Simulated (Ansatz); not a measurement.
The guess for Ge₄P was made by a generator: random cell by space group and Wyckoff sites (F-43m, No. 216). Its size is a rough estimate.

```
Ge P
1.0
     0.00000    3.61317    3.61317
     3.61317    0.00000    3.61317
     3.61317    3.61317    0.00000
Ge P
4 1
Direct
  0.88045 0.88045 0.88045
  0.88045 0.88045 0.35866
  0.88045 0.35866 0.88045
  0.35866 0.88045 0.88045
  0.25000 0.25000 0.25000
```

Level of theory: DFT PBE, scalar-relativistic, plane waves, PAW (Ansatz 0.2.0). Cutoff 420 eV, Gaussian smearing, Γ-centred meshes. Cell and atoms relax first on a coarse mesh and then on a finer one. In between, the cell is made exact in the group found at 0.06 Å. In metals the finer mesh still leaves noise of several meV/atom or more. The steps can't lower the symmetry of their start. No spin polarisation.

A guess keeps its type if space group and coordination stay and the shape of the cell changes little (axis ratios within about 15 %, angles within 6°); the volume may change.

Task: Will the relaxed cell still be of the starting type?

Result: It keeps its type. The symmetry stays F-43m (No. 216). The volume per atom grows by 20.8 %, from 18.9 to 22.8 Å³. The shortest distance goes from 2.44 Å (Ge–Ge) to 2.72 Å (Ge–Ge). Counting neighbours within 15 % of an atom's shortest distance, the start has Ge 6, P 12 and the end Ge 6, P 12.

The zero of energy is the elements' standard structures at the same level; no fitted shifts are applied. The references include black phosphorus.

Task: At what energy does it end?

Result: +0.66 eV/atom. The separate elements lie lower, so it is unstable against them.

The last run used an 8×8×8 mesh for its 5-atom cell and Gaussian smearing of 0.10 eV. The cell is a metal run without spin; a magnetic state may lie lower. The reference form of P is held partly by dispersion forces, which this level lacks. Symmetry constrained the relaxation, so the result can be a saddle point.
